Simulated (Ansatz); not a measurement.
Mg₂Cu₃Ge in space group P6_3/mmc (No. 194; Mg on 4f, Cu on 6h, Ge on 2a), PBE in the plane-wave PAW code Ansatz, all energies at zero smearing, with the estimated change up to a 700 eV cutoff added, with one set of potentials and settings (totals compare only within such a set). Cell of 12 atoms (4 Mg, 6 Cu, 2 Ge): -56038.784 eV.

```csv
element,reference phase,E (eV/atom)
Mg,"P6_3/mmc, 2 atoms in the cell",-1923.8026
Cu,"Fm-3m, 1 atoms in the cell",-6625.1757
Ge,"Fd-3m, 2 atoms in the cell",-4294.9847
```

Formation energy per atom, worked out: (-56038.784 − 4×(-1923.8026) − 6×(-6625.1757) − 2×(-4294.9847))/12 = -0.212 eV/atom (-21 kJ per mol of atoms), at 0 K, without zero-point energy or fitted corrections.

The workflow started from a Materials Project entry (that database holds measured and hypothetical structures alike); the Crystallography Open Database copy checked does not list it. Whether it is the stable phase at ambient conditions was not checked. Symmetry was held in the PBE relaxation; its stability against distortions is not shown here. The run is not spin-polarised. The references are the lowest solids computed at this level, not always the standard phases.

Potentials: the later of the program's two PAW sets.
